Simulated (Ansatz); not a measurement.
## Stationary points along a deformation path in Sr

The calculation used DFT PBEsol, scalar-relativistic, plane waves, PAW in Ansatz. The runs took a 420 eV cutoff, a Γ-centred 10×10×10 mesh and Gaussian smearing (0.03 eV). No spin polarisation. Energies are free energies at this smearing, counted from the undisturbed cell; pressure is positive in compression.

The starting cell (as given, not relaxed at this level; it stands at -0.9 GPa):

```yaml
crystal:
  lattice:
    - [0.00000, 3.04235, 3.04235]
    - [3.04235, 0.00000, 3.04235]
    - [3.04235, 3.04235, 0.00000]
  atoms:
    - { symbol: Sr, position: [0.00000, 0.00000, 0.00000] }
```

At fixed volume and fractional coordinates, lengths along (0.000, 0.000, 1.000) are scaled against those across it; ρ is that ratio over its starting value. V = 56.319 Å³/atom. Δσ is the stress along the axis less the mean stress across it (compression positive).

| ρ | ΔE (meV/atom) | Δσ (GPa) | space group |
| --- | --- | --- | --- |
| 0.650 | 7.4 | 0.30 | I4/mmm |
| 0.707 | 4.4 | 0.00 | Im-3m |
| 0.780 | 6.4 | -0.05 | I4/mmm |
| 0.850 | 3.6 | 0.21 | I4/mmm |
| 0.920 | 1.2 | 0.06 | I4/mmm |
| 0.960 | 0.4 | 0.09 | I4/mmm |
| 1.000 | 0.0 | 0.00 | Fm-3m |
| 1.050 | 0.9 | -0.23 | I4/mmm |
| 1.100 | 5.5 | -0.61 | I4/mmm |
| 1.200 | 30.6 | -1.94 | I4/mmm |
| 1.300 | 75.7 | -2.79 | I4/mmm |
| 1.414 | 145.0 | -4.32 | I4/mmm |
| 1.500 | 213.5 | -5.63 | I4/mmm |

How does the stress give the slope of the energy, and where is the energy stationary?

Along the path d ln(length) is 2/3 d ln ρ on the axis and −1/3 d ln ρ across it, so dE/d ln ρ = −(2/3) V Δσ: the energy falls with ρ where Δσ is positive. Δσ vanishes or changes sign at ρ = 0.707 (Im-3m), a minimum at 4.4 meV/atom; between ρ = 0.780 and 0.850, a maximum (near 0.79 by linear interpolation); at ρ = 1.000 (Fm-3m), a minimum at 0.0 meV/atom. Pairs of stationary points between two samples would go unseen, and could change a minimum read from distant neighbours into a maximum. At ρ = 0.707, 1.000 the cell is cubic, where symmetry alone makes the stress isotropic and the slope zero.

Which shear constant sets the curvature at ρ = 1?

For a cubic crystal E/V = (2/3) C (ln ρ)² with C = C′ = (C11 − C12)/2, so Δσ = −2C ln ρ. The parabola of Δσ against ln ρ through ρ = 0.960, 1 and 1.050 gives C ≈ 1.7 GPa with the ions clamped, rough because the steps are large. It is the stress–strain coefficient at this cell's pressure of -0.9 GPa, not the zero-pressure constant.

Integrate that slope from ρ = 1 to 0.850 by the trapezoid rule.

With V/N in Å³ and 1 eV/Å³ = 160.2 GPa the slopes at ρ = 1.000, 0.960, 0.920, 0.850 are 0, -22, -14, -48 meV/atom per unit of ln ρ. The steps add 0.4 + 0.8 + 2.4 = 3.6 meV/atom, against 3.6 from the energies; the trapezoid rule misses the curvature of the slope within each step.

In a metal these slopes depend on the k mesh and the smearing.